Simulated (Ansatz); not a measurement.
What strain does to RbZnCl3 (cubic perovskite)

RbZnCl3 in the cubic perovskite structure, relaxed with r2SCAN in Ansatz 0.2.0. It is cubic, Pm-3m (No. 221); a = 4.938 Å in the conventional setting, 24.08 Å³ an atom. Rb has 12 Cl at 3.49 Å; Zn has 6 Cl at 2.47 Å; Cl has 2 Zn at 2.47 Å and 4 Rb at 3.49 Å.

The axes x, y and z are those of this cell:
```yaml
crystal:
  lattice:
    - [4.93807, 0.00000, 0.00000]
    - [0.00000, 4.93807, 0.00000]
    - [0.00000, 0.00000, 4.93807]
  atoms:
    - { symbol: Rb, position: [0.00000, 0.00000, 0.00000] }
    - { symbol: Zn, position: [0.50000, 0.50000, 0.50000] }
    - { symbol: Cl, position: [0.50000, 0.50000, 0.00000] }
    - { symbol: Cl, position: [0.50000, 0.00000, 0.50000] }
    - { symbol: Cl, position: [0.00000, 0.50000, 0.50000] }
```

Unstrained: The PBE gap is indirect, 1.538 eV (R to Γ), below the direct gap of 1.968 eV at Γ. r2SCAN gives an indirect gap of 2.190 eV, from R to Γ; the least direct gap is 2.634 eV at Γ. The HSE06 gap is indirect, 3.028 eV (R to Γ), below the direct gap of 3.438 eV at Γ. Meshes: PBE 6×6×6, r2SCAN 6×6×6, HSE06 4×4×4. Strains are changes of length per length, and xy shears are angles. After each strain the atoms were relaxed again with r2SCAN within the symmetry that the strain leaves, so tilts or polar shifts that break it weren't tested; points keep the names that they have in the unstrained zone. Spin-unpolarised throughout. Whether this structure exists isn't addressed.

Changes of the least gap in eV (an overlap counts as a negative gap):
```
                                                      strain  volume change (%)  space group     PBE  r2SCAN   HSE06  energy rise, r2SCAN (meV/atom)
                 xy shear, engineering strain (angle) -5.0 %               -0.1         Cmmm  -0.115  -0.116  -0.123                             4.6
epitaxial -2.0 % in the xy plane, free normal strain +1.95 %               -2.1       P4/mmm  +0.037  +0.037  +0.043                             4.7
                                     uniaxial +2.0 % along x               +2.0       P4/mmm  -0.085  -0.088  -0.093                             1.8
                            isotropic -4.0 % on every length              -11.5        Pm-3m  +0.253  +0.260  +0.330                            54.0
```

Xy shear, engineering strain (angle) -5.0 %. HSE06: the gap goes from 3.028 to 2.905 eV (-0.123 eV). Stress change with r2SCAN, compression positive: xx +0.10, yy +0.10, zz -0.01, xy +1.24 GPa.

Epitaxial -2.0 % in the xy plane, free normal strain +1.95 %. HSE06: the gap goes from 3.028 to 3.071 eV (+0.043 eV). Stress change with r2SCAN, compression positive: xx +1.57, yy +1.57, zz -0.04 GPa.

Uniaxial +2.0 % along x, other directions held. HSE06: the gap goes from 3.028 to 2.935 eV (-0.093 eV). Stress change with r2SCAN, compression positive: xx -1.21, yy -0.56, zz -0.56 GPa.

Isotropic -4.0 % on every length. HSE06: the gap goes from 3.028 to 3.358 eV (+0.330 eV). Stress change with r2SCAN, compression positive: xx +6.91, yy +6.91, zz +6.91 GPa. For HSE06, dE_g/d ln V = -2.7 eV over this step.

The meshes of the hybrids are coarse, so their gaps aren't converged to the digits shown.
